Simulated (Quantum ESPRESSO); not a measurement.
Band energies of Au

```
CELL_PARAMETERS angstrom
      1.41131    -2.55593     0.00000
      1.41131     2.55593     0.00000
      0.00000     0.00000     4.89317
ATOMIC_POSITIONS crystal
  Au 0.66533 0.33467 0.75000
  Au 0.33467 0.66533 0.25000
```

norm-conserving LDA (Quantum ESPRESSO, 76 Ry, no spin-orbit coupling); path ΓXSRAZΓYX1A1TY,ZT; energies in eV from the Fermi level.

| k (1/Å) | point | band 15 | band 16 | band 17 | band 18 | band 19 | band 20 | band 21 | band 22 |
|---|---|---|---|---|---|---|---|---|---|
| 0.00 | Γ | -3.80 | -3.41 | -3.24 | -2.11 | -2.03 | -1.05 | 2.38 | 14.57 |
| 0.83 |  | -3.63 | -3.47 | -2.38 | -2.05 | -1.77 | 3.11 | 4.91 | 8.37 |
| 1.45 | X | -3.56 | -2.40 | -2.32 | -2.30 | 2.15 | 2.48 | 3.91 | 9.39 |
| 1.69 |  | -3.67 | -2.34 | -2.21 | -2.01 | 1.78 | 2.16 | 5.12 | 7.48 |
| 2.15 | S | -3.45 | -1.91 | -1.73 | -1.57 | 0.53 | 1.74 | 5.70 | 7.16 |
| 2.58 |  | -2.67 | -1.85 | -1.67 | -1.55 | 0.09 | 1.35 | 4.26 | 4.45 |
| 2.80 | R | -2.31 | -2.31 | -1.62 | -1.62 | 0.67 | 0.67 | 3.99 | 3.99 |
| 3.50 | A | -3.51 | -3.51 | -2.03 | -2.03 | 4.07 | 4.07 | 4.62 | 4.62 |
| 3.60 |  | -3.47 | -3.47 | -1.97 | -1.97 | 3.66 | 3.66 | 4.72 | 4.72 |
| 4.43 |  | -3.82 | -3.82 | -2.62 | -2.62 | -2.09 | -2.09 | 10.81 | 10.81 |
| 4.95 | Z | -4.11 | -4.11 | -2.58 | -2.58 | -2.43 | -2.43 | 10.19 | 10.19 |
| 5.27 |  | -3.92 | -3.17 | -3.07 | -2.94 | -2.21 | -2.11 | 5.46 | 13.63 |
| 5.59 | Γ | -3.80 | -3.41 | -3.24 | -2.11 | -2.03 | -1.05 | 2.38 | 14.57 |
| 6.21 |  | -3.71 | -3.45 | -3.03 | -2.85 | -1.87 | 2.50 | 3.02 | 9.01 |
| 6.82 | Y | -3.59 | -1.81 | -1.80 | -1.63 | 0.25 | 1.26 | 5.31 | 6.68 |
| 7.02 |  | -3.81 | -1.91 | -1.85 | -1.84 | 0.54 | 1.35 | 5.63 | 6.60 |
| 7.60 | X1 | -3.56 | -2.40 | -2.32 | -2.30 | 2.15 | 2.48 | 3.91 | 9.39 |
| 7.81 |  | -3.58 | -2.57 | -2.31 | -2.21 | 2.37 | 2.69 | 4.30 | 7.77 |
| 8.24 | A1 | -3.51 | -3.51 | -2.03 | -2.03 | 4.07 | 4.07 | 4.62 | 4.62 |
| 8.72 |  | -2.71 | -2.71 | -1.94 | -1.94 | 1.50 | 1.50 | 3.56 | 3.56 |
| 9.01 | T | -2.30 | -2.30 | -1.70 | -1.70 | 0.30 | 0.30 | 3.44 | 3.44 |
| 9.47 |  | -2.85 | -1.98 | -1.77 | -1.63 | 0.13 | 1.22 | 4.96 | 5.11 |
| 9.65 | Y | -3.59 | -1.81 | -1.80 | -1.63 | 0.25 | 1.26 | 5.31 | 6.68 |
| 9.65 | Z | -4.11 | -4.11 | -2.58 | -2.58 | -2.43 | -2.43 | 10.19 | 10.19 |
| 10.09 |  | -3.65 | -3.65 | -2.47 | -2.47 | -2.23 | -2.23 | 10.53 | 10.53 |
| 10.88 | T | -2.30 | -2.30 | -1.70 | -1.70 | 0.30 | 0.30 | 3.44 | 3.44 |

A metal at this level: along this path bands 19, 20 cross the Fermi level.

Spin-orbit coupling is left out; for elements this heavy it splits bands near the Fermi level.

Geometry of the Materials Project entry, not relaxed at this level.

This is not the ordinary phase of the substance; no match was found in the copy of COD used, and its stability was not checked.

Letters of k points follow the standard setting of the lattice, whose axes may be ordered differently from the printed cell.
